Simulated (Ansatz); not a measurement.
Values for one crystal, relaxed and computed with r²SCAN+D4 (plane waves, PAW; program Ansatz); other levels are named.

| Quantity | Result |
|---|---|
| Volume per atom | 24.63 Å³ |
| Band gap | 0.96 eV (indirect) |
| Elastic constants (relaxed ions, GPa) | C11 = 127, C12 = 25.9, C13 = 6.6, C14 = -2.2, C33 = 29.1, C44 = 8.1 |
| Bulk modulus (Birch–Murnaghan fit) | 228 kbar |
| Hole effective mass, band 2 of 2 at the edge | 0.18 along x, 3.0 along z (mₑ) |
| Debye temperature from the elastic constants | 249 K |
| Zone-centre stability | no imaginary mode at Γ |

Q: Which compound is it?
(A) InSe, P6_3/mmc (In on 4f, Se on 4f)
(B) MoS2, R3m (Mo on 3a, S on 3a, S on 3a)
(C) ZrSeS, P3m1 (Zr on 1a, Se on 1c, S on 1b)
(D) MoSeS, P-6m2 (Mo on 1a, Mo on 1d, Se on 2g, S on 2h)

A: C, ZrSeS, P3m1 (Zr on 1a, Se on 1c, S on 1b)

The first step of the workflow began from a Materials Project structure, measured or hypothetical; the Crystallography Open Database copy checked does not list it. With Se and S taken as one species the cell has the higher symmetry P-3m1, so it may be an ordered model of a mixed-site phase. Its standing as an ambient phase is unchecked. Symmetry was held in the r²SCAN+D4 relaxation. No spin polarisation was allowed. Spin–orbit coupling is left out wherever it is not named.

Potentials: the later of the program's two PAW sets.
